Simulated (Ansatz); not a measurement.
CoZr4S8:
```xyz
13
Lattice="7.1137 0.0000 0.0000 -3.5569 6.1607 0.0000 0.0000 0.0000 5.6879" Properties=species:S:1:pos:R:3 pbc="T T T"
S      1.7604     1.0164     4.1414
S      0.0000     4.1071     4.2055
S      5.3534     1.0164     4.1414
S      3.5569     4.1280     4.1414
Zr     0.0000     0.0000     0.0000
Zr    -1.7784     3.0803     0.0000
Zr     3.5569     0.0000     0.0000
Zr     1.7784     3.0803     0.0000
S      0.0000     2.0327     1.5465
S     -1.7965     5.1443     1.5465
S      3.5569     2.0536     1.4824
S      1.7965     5.1443     1.5465
Co     0.0000     0.0000     2.8439
```
The run is spin-polarised; directions of the spins, atom by atom: 0 0 0 0 0 0 0 0 0 0 0 0 ↑.

Relaxed with PBE+D3(BJ). Special points in fractions of this cell's reciprocal vectors: Γ (0.000, 0.000, 0.000); M (0.500, 0.000, 0.000); K (0.333, 0.333, 0.000); A (0.000, 0.000, 0.500); L (0.500, 0.000, 0.500); H (0.333, 0.333, 0.500).

Q: List the band energies nearest the Fermi level at these points for plane-wave PAW PBE+D3(BJ) (Ansatz code).

A: In eV from the Fermi level; about four levels below and three above (degenerate sets whole), none deeper than 8.9 eV; points with the same levels are listed once.

| k | below | above |
|---|---|---|
| Γ ↑ | -1.30 -1.30 -1.09 -1.09 -0.97 | 0.10 0.16 0.16 |
| M ↑ | -1.32 -1.08 -0.85 -0.45 | 0.31 0.56 1.20 |
| K ↑ | -1.17 -1.17 -0.53 -0.53 | 0.84 0.84 1.19 |
| A ↑ | -0.97 -0.97 -0.60 -0.43 -0.43 | 0.05 0.05 0.73 0.73 |
| L ↑ | -1.45 -1.23 -1.07 -0.59 | 0.17 0.51 1.13 |
| H ↑ | -1.47 -1.47 -1.11 -1.05 -1.05 | 0.95 1.01 1.15 1.15 |
| Γ ↓ | -1.04 -1.04 -0.95 -0.33 -0.33 | 0.24 0.59 0.59 |
| M ↓ | -1.83 -1.68 -0.59 -0.40 | 0.27 0.46 0.61 |
| K ↓ | -1.76 -1.56 -0.48 -0.48 | 0.74 0.74 0.84 0.84 |
| A ↓ | -0.47 -0.47 -0.46 -0.46 | 0.71 0.71 1.45 1.45 1.46 |
| L ↓ | -0.83 -0.80 -0.48 -0.26 | 0.16 0.62 0.84 |
| H ↓ | -2.28 -2.28 -0.82 -0.82 -0.48 | 0.07 0.07 0.93 |

Space group P-3m1. A made-up cell: these elements were put on the sites of a structure type; neither database checked (COD, Materials Project) lists it. Its standing as an ambient phase is unchecked. Symmetry was held in the PBE+D3(BJ) relaxation; whether a distortion lowers the energy is not shown. The final state is ferromagnetic, the only order run, not a proven ground state. No Hubbard U is applied. The compound may be a true metal, but semilocal functionals without U, or a wrong spin order, can also close a gap. Scalar-relativistic: spin–orbit coupling is off unless named, which matters more the heavier the elements.

Potentials: the later of the program's two PAW sets.
